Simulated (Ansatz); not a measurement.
Level of theory: PBE (plane waves to 420 eV, PAW, scalar-relativistic; Ansatz, a quantum-chemistry and plane-wave program). Harmonic phonons (DFPT) of each relaxed crystal were computed at Γ and up to three half-step zone-boundary points.

**Question.** Exactly one of them has no imaginary mode there. Which?
(A) CsPbCl$_{3}$ (cubic perovskite), a = b = c = 5.736 Å, α = β = γ = 90.00°
(B) HfO$_{2}$ (tetragonal-ZrO2 type, space group P4_2/nmc), a = b = 3.604 Å, c = 5.264 Å, α = β = γ = 90.00°
(C) PbTe (rock salt), a = b = c = 6.569 Å, α = β = γ = 90.00°

**Answer.** C, PbTe (rock salt), a = b = c = 6.569 Å, α = β = γ = 90.00°. Lowest modes: HfO2 21i cm⁻¹ at Z = (0.0, 0.0, 0.5); PbTe 22 cm⁻¹ at X = (0.5, 0.5, 0.0); CsPbCl3 44i cm⁻¹ at R = (0.5, 0.5, 0.5)

All were relaxed with their symmetry unable to fall. HfO2 is run without spin polarisation. Spin-orbit coupling is left out. This is a high-temperature form of CsPbCl3. This is a high-temperature form of HfO2.
